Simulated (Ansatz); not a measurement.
The calculation used DFT PBE, scalar-relativistic, plane waves, PAW (Ansatz 0.2.0). Settings: cutoff 420 eV, Γ-centred meshes spaced at most about 0.3 Å⁻¹, and about 0.25 Å⁻¹ or finer for metals (2π included), Gaussian smearing. No spin polarisation in the final relaxations.

Energies over the elements count from the elements' standard structures at the same level, with no fitted energy shifts.

A relaxed structure of AlIn2Sb3 has 28.05 Å³/atom, +0.14 eV/atom against the elements, no gap on its mesh:

```
Al In Sb
1.0
     3.31243    1.91243    4.42855
    -3.31243    1.91243    4.42855
     0.00000   -3.82486    4.42855
Al In Sb
1 2 3
Direct
  0.00000 0.00000 0.00000
  0.62267 0.62267 0.62267
  0.37733 0.37733 0.37733
  0.00000 0.50000 0.00000
  0.50000 0.00000 0.00000
  0.00000 0.00000 0.50000
```

Question: Predict cell, energy and gap of AlGa2Sb3 with the same space group and Wyckoff sites.

Answer: AlGa2Sb3 has a = 6.659 Å, c = 12.286 Å: 26.21 Å³/atom, +0.20 eV/atom against the elements, no gap on its mesh. The volume per atom changes by -6.6 % and the formation energy by +0.06 eV/atom (from unrounded values). Covalent radii: In 1.42 Å, Ga 1.22 Å; electronegativities 1.78 and 1.81. The cell follows the size of the atom. Al is surrounded by 6 Sb at 2.81 Å; around Ga lie 1 Ga at 2.97 Å, 3 Sb at 3.24 Å and 6 Sb at 3.65 Å; Sb has 2 Al at 2.81 Å, 2 Ga at 3.24 Å, 4 Sb at 3.33 Å and 4 Ga at 3.65 Å.

```yaml
crystal:
  lattice:
    - [3.32935, 1.92220, 4.09520]
    - [-3.32935, 1.92220, 4.09520]
    - [0.00000, -3.84440, 4.09520]
  atoms:
    - { symbol: Al, position: [0.50000, 0.50000, 0.50000] }
    - { symbol: Ga, position: [0.12080, 0.12080, 0.12080] }
    - { symbol: Ga, position: [0.87920, 0.87920, 0.87920] }
    - { symbol: Sb, position: [0.50000, 0.50000, 0.00000] }
    - { symbol: Sb, position: [0.00000, 0.50000, 0.50000] }
    - { symbol: Sb, position: [0.50000, 0.00000, 0.50000] }
```

The two cells were relaxed from separate starts that ended on the same group and sites; neither need be the stable form of its compound. Spin–orbit coupling, which can matter for Sb, is left out. Cells relaxed within their symmetry can be saddle points.
